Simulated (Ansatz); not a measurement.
Ni (fcc (Cu type), Fm-3m) at seven volumes, DFT-PBEsol in the program Ansatz with PAW potentials, scaled uniformly. One row is withheld.

```json
[
 {"V (Å³/atom)": "9.396", "P (GPa)": "27.81"},
 {"V (Å³/atom)": "9.706", "P (GPa)": "16.87"},
 {"V (Å³/atom)": "10.016", "P (GPa)": "7.70"},
 {"V (Å³/atom)": "10.325", "P (GPa)": "0.00"},
 {"V (Å³/atom)": "10.635", "P (GPa)": "-6.46"},
 {"V (Å³/atom)": "10.945", "P (GPa)": "?"},
 {"V (Å³/atom)": "11.255", "P (GPa)": "-16.41"}
]
```

### Question
Fit the shown pressures and predict the withheld one.

### Answer
Third-order Birch–Murnaghan: P = (3/2)B₀(x^(7/2) − x^(5/2))[1 + (3/4)(B′ − 4)(x − 1)] with x = (V₀/V)^(2/3). Least squares on the six rows gives V₀ = 10.326 Å³/atom, B₀ = 234.5 GPa, B′ = 4.84. At V = 10.945, x = 0.9619 and P = -11.86 GPa. The run itself gave -11.88 GPa.

Symmetry was held in the PBEsol relaxation. The workflow began spin-polarised and lost its moments. Textbook magnetic order: ferromagnetic.

Potentials: the later of the program's two PAW sets.
